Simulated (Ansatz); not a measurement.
**TlSn under pressure: fit and missing row**

TlSn, P4/mmm, a = 3.260 Å, c = 5.450 Å. The structure is a COD entry; whether it is the stable form wasn't checked. Ansatz: r2SCAN, PAW, 500 eV, Γ-centred 12×12×10 mesh on 2 atoms, Gaussian smearing 0.10 eV; no spin polarisation. Cell and atoms are relaxed at each pressure, and no other structure is tried, so the rows at high pressure may lie past a change of phase.

| V (Å³/atom) | P (GPa) |
| --- | --- |
| ? | 89.99 |
| 18.875 | 50.01 |
| 21.528 | 25.03 |
| 23.992 | 12.00 |
| 26.671 | 4.00 |
| 28.289 | 1.00 |
| 28.951 | 0.02 |
| 29.796 | -1.03 |

Problem. Take V0 = 28.951 Å³/atom, count pressures from its P0 = 0.02 GPa, fit the third-order Birch–Murnaghan form to the other rows, and predict the missing volume.

Solution. With the Eulerian strain f = ½[(V0/V)^(2/3) − 1] and y = (P − P0)/[3f(1 + 2f)^(5/2)], the form is the line y = B0 + 1.5 B0 (B0′ − 4) f. Rows (f, y): 0.16500, 49.5; 0.10918, 46.6; 0.06672, 43.8; 0.02810, 41.2; 0.00777, 40.5; -0.00950, 38.7. Means f = 0.06121, y = 43.383; Σ(Δf)² = 0.02206, ΣΔfΔy = 1.349; the slope is their ratio. y = 39.64 + 61.16 f GPa, so B0 = 39.6 GPa and B0′ = 4 + 2 × (61.16)/(3 × 39.64) = 5.03. P = 89.99 GPa is met at f = 0.22343 (y = 53.30), so V = V0 (1 + 2f)^(−3/2) = 16.635 Å³/atom. The run gave 16.631 Å³/atom, so the fit is 0.004 Å³/atom too high, within the rms miss on the fitted rows (0.013 Å³/atom). The form still works here, 78 % of the fitted range beyond its end.

The mesh isn't the same in all rows (12×12×10, 14×14×8, 14×14×10). Spin–orbit coupling is left out, which can shift energies with elements as heavy as these.